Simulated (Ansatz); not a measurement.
**Property card for SiC**

SiC:
```cif
data_CSi
_chemical_formula_sum 'Si1 C1'
_space_group_name_H-M_alt 'Pm-3m'
_space_group_IT_number 221
_space_group_name_Hall '-P 4 2 3'
_cell_length_a 2.61927
_cell_length_b 2.61927
_cell_length_c 2.61927
_cell_angle_alpha 90.000
_cell_angle_beta 90.000
_cell_angle_gamma 90.000
loop_
_atom_site_label
_atom_site_type_symbol
_atom_site_symmetry_multiplicity
_atom_site_Wyckoff_symbol
_atom_site_fract_x
_atom_site_fract_y
_atom_site_fract_z
_atom_site_occupancy
Si1 Si 1 a 0.00000 0.00000 0.00000 1
C1 C 1 b 0.50000 0.50000 0.50000 1
```

Space group Pm-3m (No. 221), CsCl type; conventional cell a = 2.619 Å, b = 2.619 Å, c = 2.619 Å, α = 90.00°, β = 90.00°, γ = 90.00°.

Method: PBEsol (plane waves, PAW; program Ansatz). The cell and atoms are relaxed at this level. Other levels are named where they apply.

**Cell and energy**

```yaml
volume_per_atom: 8.98 Å³
density: 3.71 g/cm³
Formation energy from the elements (no fitted shifts): 1.73 eV/atom
```

**Electronic structure**

```yaml
electronic_character: metallic (no gap)
Density of states at the Fermi level: 0.41 states/eV per atom (mean over ±0.08 eV)
```

**Mechanics**

```yaml
Bulk modulus (Birch–Murnaghan fit): 184 GPa
Pressure derivative B′: 4.8
Elastic constants (relaxed ions, GPa): C11 = 268, C12 = 142, C44 = -75.5
mechanical_stability: unstable (C has a negative eigenvalue)
```

**Phonons**

```yaml
zone_centre_stability: unstable, softest mode 323i cm⁻¹
```

A made-up cell: these elements were put on the sites of a structure type; neither database checked (COD, Materials Project) lists it. It is not the phase usual at ambient conditions (space group No. 186, 216). The PBEsol relaxation kept the symmetry of its start. As this level gives no gap, shear constants depend on the k-mesh and smearing (Fermi–Dirac, 0.1 eV here). As this level gives no gap, phonon frequencies hold no LO–TO term and depend on the k-mesh and smearing (Fermi–Dirac, 0.1 eV here). The references are the lowest solids computed at this level, not always the standard phases.

Potentials: the later of the program's two PAW sets.
